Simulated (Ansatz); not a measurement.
GaN (wurtzite)

```
GaN
1.0
    3.21861     0.00000     0.00000
   -1.60931     2.78740     0.00000
    0.00000     0.00000     5.24355
Ga N
2 2
Direct
  0.66667   0.33333   0.00096
  0.33333   0.66667   0.50096
  0.66667   0.33333   0.62424
  0.33333   0.66667   0.12424
```

Grid over V/V₀ and (c/a)/(c/a)₀, subscript 0 meaning the relaxed cell; the conventional c axis lies along z; no internal relaxation.

All values below come from PBE (plane waves to 420 eV, PAW, scalar-relativistic; Ansatz, a program for electronic structure). k mesh 12×12×6 (Γ-centred), Fermi-Dirac smearing 0.05 eV. Compression counts positive. As the atoms are clamped, bonds stretch with the cell, which overstates energies and stresses. GaN was relaxed with its symmetry unable to fall. The PAW data are Ansatz's earlier set.

At one point of the scan the stress tensor (GPa) is:

```
  -12.1      0.0      0.0
    0.0    -12.1      0.0
    0.0      0.0     37.8
```

Which point is it?
(A) V/V₀ = 0.960, (c/a)/(c/a)₀ = 1.000
(B) V/V₀ = 1.000, (c/a)/(c/a)₀ = 0.880
(C) V/V₀ = 0.973, (c/a)/(c/a)₀ = 0.880
(D) V/V₀ = 0.973, (c/a)/(c/a)₀ = 0.920

B, V/V₀ = 1.000, (c/a)/(c/a)₀ = 0.880

(A scan under strain: stresses follow from slopes of the energy per volume, elastic moduli from its curvatures.)
